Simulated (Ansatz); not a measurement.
Al$_{2}$O$_{3}$:
```yaml
crystal:
  lattice:
    - [1.50139, 0.86683, 5.77993]
    - [-1.50139, 0.86683, 5.77993]
    - [0.00000, -1.73366, 5.77993]
  atoms:
    - { symbol: Al, position: [0.19305, 0.19305, 0.19305] }
    - { symbol: Al, position: [0.69332, 0.69332, 0.69332] }
    - { symbol: O, position: [0.02805, 0.02805, 0.02805] }
    - { symbol: O, position: [0.58214, 0.58214, 0.58214] }
    - { symbol: O, position: [0.80645, 0.80645, 0.80645] }
```

Relaxed with r²SCAN. Special points in fractions of this cell's reciprocal vectors: Γ (0.000, 0.000, 0.000); T (0.500, 0.500, 0.500); H2 (0.818, 0.182, 0.500); H0 (0.500, -0.182, 0.182); L (0.500, 0.000, 0.000); S0 (0.341, -0.341, 0.000); S2 (0.659, 0.000, 0.341); F (0.500, 0.000, 0.500).

Q: List the band energies nearest the valence-band maximum at these points for plane-wave PAW r²SCAN (Ansatz code).

A: In eV from the valence-band maximum; about four levels below and three above (degenerate sets whole), none deeper than 8.9 eV; points with the same levels are listed once.

| k | below | above |
|---|---|---|
| Γ | -1.93 -1.93 -1.01 -1.01 0.00 | 5.07 8.60 8.74 |
| T | -1.85 -1.85 -1.81 -1.07 -1.07 | 6.51 7.31 8.62 |
| H2 | -3.23 -2.26 -1.48 -0.90 | 8.93 10.86 11.30 |
| L | -2.92 -2.33 -1.15 -0.92 | 7.78 9.06 10.58 |
| S0 | -3.31 -2.09 -1.61 -0.90 | 8.94 10.86 11.32 |
| F | -2.58 -2.37 -1.43 -1.21 | 7.59 9.15 10.17 |

Space group R3m. The first step of the workflow began from a Materials Project structure, measured or hypothetical; the Crystallography Open Database copy checked does not list it. It is not the phase usual at ambient conditions (space group No. 167). Symmetry was held in the r²SCAN relaxation; whether a distortion lowers the energy is not shown.

Potentials: the later of the program's two PAW sets.
